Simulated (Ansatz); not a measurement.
Property card for GaSb

GaSb:
```
CELL_PARAMETERS angstrom
      2.01362     1.16257     3.28846
     -2.01362     1.16257     3.28846
      0.00000    -2.32513     3.28846
ATOMIC_POSITIONS crystal
  Ga 0.25003 0.25003 0.25003
  Sb 0.74997 0.74997 0.74997
```

Space group Fm-3m (No. 225), rock salt; conventional cell a = b = c = 5.696 Å, α = β = γ = 90.00°.

Method: DFT-PBEsol in the program Ansatz with PAW potentials. Geometry: relaxed at this level of theory. Other levels are named where they apply.

Cell and energy:

```
Property                                                            Result
-----------------------------------------------------  -------------------
Volume per atom                                                   23.09 Å³
Density                                                         6.88 g/cm³
Formation energy from the elements (no fitted shifts)  2.6 kJ/mol of atoms
```

Electronic structure:

```
Property                                                                    Result
------------------------------------  --------------------------------------------
Electronic character                                             metallic (no gap)
Density of states at the Fermi level  0.52 states/eV per atom (mean over ±0.08 eV)
```

Mechanics:

```
Item                                   Value
----------------------------------  --------
Bulk modulus (Birch–Murnaghan fit)  646 kbar
Pressure derivative B′                   4.9
```

Phonons:

```
Quantity                                        Value
-----------------------------  ----------------------
Highest zone-centre frequency               121 cm^-1
Zone-centre stability          no imaginary mode at Γ
```

A made-up cell: these elements were put on the sites of a structure type; neither database checked (COD, Materials Project) lists it. It is not the phase usual at ambient conditions (space group No. 216). The cell was relaxed with PBEsol under the symmetry of its start. As this level gives no gap, phonon frequencies hold no LO–TO term and depend on the k-mesh and smearing (Fermi–Dirac, 0.1 eV here). Point labels and valley counts follow the cell and symmetry of the run, lower than the named group. The references are the lowest solids computed at this level, not always the standard phases. Spin–orbit coupling is left out wherever it is not named.

Potentials: the later of the program's two PAW sets.
